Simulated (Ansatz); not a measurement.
SiW:
```cif
data_Si2W2
_chemical_formula_sum 'W2 Si2'
_space_group_name_H-M_alt 'P 1'
_space_group_IT_number 1
_cell_length_a 5.86600
_cell_length_b 5.86600
_cell_length_c 5.86600
_cell_angle_alpha 146.647
_cell_angle_beta 146.647
_cell_angle_gamma 47.887
loop_
_space_group_symop_operation_xyz
  'x, y, z'
loop_
_atom_site_label
_atom_site_type_symbol
_atom_site_fract_x
_atom_site_fract_y
_atom_site_fract_z
_atom_site_occupancy
W1 W 0.99557 0.99557 0.00000 1
W2 W 0.74557 0.24557 0.50000 1
Si1 Si 0.42043 0.42043 0.00000 1
Si2 Si 0.17043 0.67043 0.50000 1
```

This is the PBE-relaxed structure.

Task: All from PBE (plane waves, PAW; program Ansatz), unless another level is named. Estimate the electronic character.

Result: metallic (no gap).

Task: Predict the formation energy from the elements (no fitted shifts).

Result: -0.10 eV/atom.

Task: Give the density of states at the Fermi level.

Result: 0.17 states/eV per atom (mean over ±0.08 eV).

Space group I4_1md. The cell is a constructed one: a structure type filled with these elements; neither database checked (COD, Materials Project) lists it. Its standing as an ambient phase is unchecked. The PBE relaxation kept the symmetry of its start; its stability against distortions is not shown here. The run is not spin-polarised. The references are the lowest solids computed at this level, not always the standard phases. Spin–orbit coupling is left out wherever it is not named.

Potentials: the later of the program's two PAW sets.
